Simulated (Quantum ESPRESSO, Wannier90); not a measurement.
**TePb (rock salt): Wannier90 run**

```
CELL_PARAMETERS angstrom
      0.00000     3.27089     3.27089
      3.27089     0.00000     3.27089
      3.27089     3.27089     0.00000
ATOMIC_POSITIONS crystal
  Te 0.00000 0.00000 0.00000
  Pb 0.50000 0.50000 0.50000
```

Cell from Materials Project (mp-19717), symmetrised, no further relaxation. COD (Crystallography Open Database) has an entry of this formula and space group (matched by these alone). Computed values, not measurements, from PBEsol: Quantum ESPRESSO (norm-conserving PseudoDojo potentials, cutoff 66 Ry, no spin polarisation, no spin-orbit coupling) on a Γ-centred 8×8×8 mesh, then Wannier90. Density: 8×8×8 mesh, cold smearing 0.01 Ry. Spin-orbit coupling is left out although heavy elements are present.

Valence charges of the files: Te 16, Pb 14. 25 bands were computed.

Isolated groups of bands, relative to the valence-band maximum (bands from 16 on overlap up to the last one computed):

```tsv
bands	from (eV)	to (eV)	filling	weight on atomic waves
1–5	-35.99	-35.99	filled	Te 4d 100 %
6–10	-16.61	-16.53	filled	Pb 5d 100 %
11	-11.73	-10.03	filled	Te 5s 75 %, Pb 6p 13 %, Pb 6s 10 %
12	-8.40	-5.71	filled	Pb 6s 74 %, Te 5p 14 %, Te 5s 11 %
13–15	-4.22	0.00	filled	Te 5p 67 %, Pb 6p 26 %, Pb 6s 4 %
```

Wanted is a model with the orbitals Te s p, Pb s p, without the filled groups that are mainly made of other shells (semicore states, and anion s where it isn't named); all higher bands stay in for disentanglement.

**Question.** Give num_wann, exclude_bands and num_bands, and the number of electrons that the model holds.

**Answer.** Electrons: 1×16 + 1×14 = 30, which fill 15 bands.
num_wann = 1×4 + 1×4 = 8.
exclude_bands = 1-10, 10 bands, so num_bands = 25 − 10 = 15.
The model holds 30 − 2×10 = 10 electrons. With the window frozen to 2.24 eV it follows pw.x to 2.8 meV rms (states up to 1.7 eV relative to the valence-band maximum).
